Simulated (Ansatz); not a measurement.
TlCl:
```
CELL_PARAMETERS angstrom
      0.00000     3.09822     3.09822
      3.09822     0.00000     3.09822
      3.09822     3.09822     0.00000
ATOMIC_POSITIONS crystal
  Tl 0.00000 0.00000 0.00000
  Cl 0.50000 0.50000 0.50000
```

This is the LDA-relaxed structure.

Problem. All from LDA (plane waves, PAW; program Ansatz), unless another level is named. Predict the Young's modulus.

Solution. 23.2 GPa.

Problem. Next, the elastic constants (relaxed ions, GPa)?

Solution. C11 = 66.2, C12 = 10.9, C44 = 2.7.

Space group Fm-3m (rock salt). The first step of the workflow began from a Materials Project structure, measured or hypothetical; the Crystallography Open Database copy checked does not list it. COD files the formula under space group No. 221. Its standing as an ambient phase is unchecked. The LDA relaxation kept the symmetry of its start; its stability against distortions is not shown here. Spin–orbit coupling is left out wherever it is not named.

Potentials: the later of the program's two PAW sets.
